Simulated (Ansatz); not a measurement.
An Ansatz (a first-principles code) run. Input:

Ansatz 0.2 input:
```yaml
crystal:
  lattice:
    - [2.9770603032, 0.0, 0.0]
    - [0.0, 2.9770603032, 0.0]
    - [0.0, 0.0, 2.9770603032]
  atoms:
    - { symbol: Al, position: [0.5, 0.5, 0.5] }
    - { symbol: Rh, position: [0.0, 0.0, 0.0] }
kpoints:
  mp_grid: { grid: [14, 14, 14] }
hamiltonian:
  xc: r2scan
  pseudopotentials: { azcp: { folder: ./paw }, kind: paw }
scf:
  occupations: { method: gaussian, width: 0.1 }
checkpoint: { read: metal.run }
output: { write_density: true, elf: true, volumetric_format: npy }
basis: { fft_grid_basis: typed }
```

Output (shortened):

```
Pseudopotentials: kind: paw
Pseudopotential: Al, paw, valence charge 3
Pseudopotential: Rh, paw, valence charge 17
Functional definition: r2SCAN
Crystal: 2 atoms, lattice volume = 26.385 Å³
Basis set: ecut = 500 eV, 691 PW (Γ), exchange–correlation on 96×96×96 points (64 copies of the dense FFT grid, shifted against one another)
Bands: 18, of which v1, the nominal top of the filled ones, is band 10 counted from 1 (9 counted from 0)
Symmetry: 48 space group operations
Space group: Pm-3m (ITA 221), of the structure as read, at distance tolerance 3.0e-5 Å
k-points: 120 of 2744
PAW frozen core: Al, regenerated for the run's functional
PAW frozen core: Rh, regenerated for the run's functional
Initial density: read from a saved state, or passed on in memory by an earlier SCF of this step, an earlier step, the calling program or the single point that …
Stability of the state it starts from, as read at its close in the unpolarized treatment …
Initial wavefunctions: pseudopotential atomic-orbital guess
Eigensolver: davidson
Functional: x = r2scan, c = r2scan; τ floored in thin density (d = 2e-4 eV/Å³)
iter 1 solved again at ethr=8.75e-9 eV; its pass at ethr=3.10e-3 eV (dr2=1.75e-6 eV) is discarded
SCF iter   1: F=—  HF=-6958.067064 eV  |F-HF|=—  |Δ(HF+E_count)|=         —  Δρ=1.01e-7  dr2=1.59e-12  dr2_τ=5.41e-13  ethr=8.75e-9  ⟨swp⟩=3.3  Hψ=16094  notcnv=0
all-band conjugate gradients solve this SCF's bands
preconditioner: auto → none
SCF iter   2: F=-6958.067064 eV  HF=-6958.067064 eV  |F-HF|=1.00e-11  |Δ(HF+E_count)|=   1.18e-9  Δρ=1.26e-7  dr2=5.96e-12  dr2_τ=5.82e-13  ethr=1.00e-12  ⟨swp⟩=5.0  Hψ=7763  notcnv=0
SCF 1 converged in 2 iterations: F = -6958.067064 eV  dr2 = 5.96e-12
SCF converged after 2 iterations
Free energy (F): -6958.067064 eV
Harris-Foulkes:  -6958.067064 eV  (|F-HF|=1.00e-11)
Internal energy: -6958.065979 eV  (E = F + TS)
E sigma→0 (E₀):  -6958.066522 eV
Entropy (-TS):   -0.001085 eV (-0.542 meV/atom)
Fermi energy:    17.063611 eV
--- Per-component energies (eV) ---
  E_band       = -162.892568
  E_kinetic    = 565.541361
  E_local      = -2078.435454  (includes V_loc(G=0)·N_el)
  E_nonlocal   = 308.410249
  E_hartree    = 819.844972
  E_xc         = -232.539298
  E_vxc        = -319.529895  (∫ρ·V_xc dr)
  E_paw        = -4097.814821  (= ΣΔE_a)
  E_vpaw       = -300.401319  (= ΣTr[D̂ρ^β])
  E_aug_tail   = -0.000117  (compensation charges beyond the density's cutoff)
  E_vtau       = 21.832530  (kinetic-family band-sum trace: ∫τ·v_τ [+ j·A + Jᵃ·Aᵃ] dr)
  E_ewald      = -2242.642806
  E_core_change = -0.430064  (= ΣΔE_core)
  E_smearing   = -0.001085  (= −TS)
  E_closure    = 0.000000  (closes the sum)
  Σ components = -6958.067064   (vs F -6958.067064, Δ=0.00e0)
  [band-id]    e_kinetic+e_local+e_nonlocal+2·e_hartree+e_vxc+e_vpaw+e_augmentation_tail+e_vtau = -162.892702   (vs E_band -162.892568, Δ=-1.34e-4)
--- Band table (eV; the first three rows and the last of 120) ---
  k-point 0: bands = ["-64.1590", "-31.2097", "-31.2097", "-31.2097", "5.6419", "11.8425", "11.8425", "15.1747", "15.1747", "15.1747", "22.4753", "22.4753", "22.4753", "26.9625", "26.9625", "32.2061", "37.1253", "37.1253"]
  k-point 1: bands = ["-64.1584", "-31.2178", "-31.2090", "-31.2090", "5.7439", "11.8757", "11.8763", "15.0739", "15.0739", "15.1851", "21.8738", "22.6592", "22.6592", "26.7882", "27.4588", "32.5227", "36.5367", "36.5367"]
  k-point 2: bands = ["-64.1568", "-31.2405", "-31.2071", "-31.2071", "6.0457", "11.9536", "11.9705", "14.8102", "14.8102", "15.2144", "20.6406", "23.1718", "23.1718", "26.3181", "28.3422", "33.5108", "35.3365", "35.3365"]
  k-point 119: bands = ["-64.1246", "-31.3351", "-31.3351", "-31.3351", "10.7708", "10.7708", "10.7708", "16.5852", "16.5852", "19.3934", "20.0107", "20.0107", "20.0107", "24.0570", "24.0570", "24.0570", "27.9350", "43.2188"]
  band table: 18 of 18 bands, residual norms ≤ 1.0e-3 eV
```

Cost: very roughly 9 core-seconds on shared cores.

A made-up cell: these elements were put on the sites of a structure type; the Crystallography Open Database copy checked does not list it. Its standing as an ambient phase is unchecked. The cell was relaxed with r²SCAN under the symmetry of its start; whether a distortion lowers the energy is not shown. No spin polarisation was allowed. Spin–orbit coupling is left out wherever it is not named.

Potentials: the earlier of the program's two PAW sets.

Ansatz is a plane-wave DFT program.
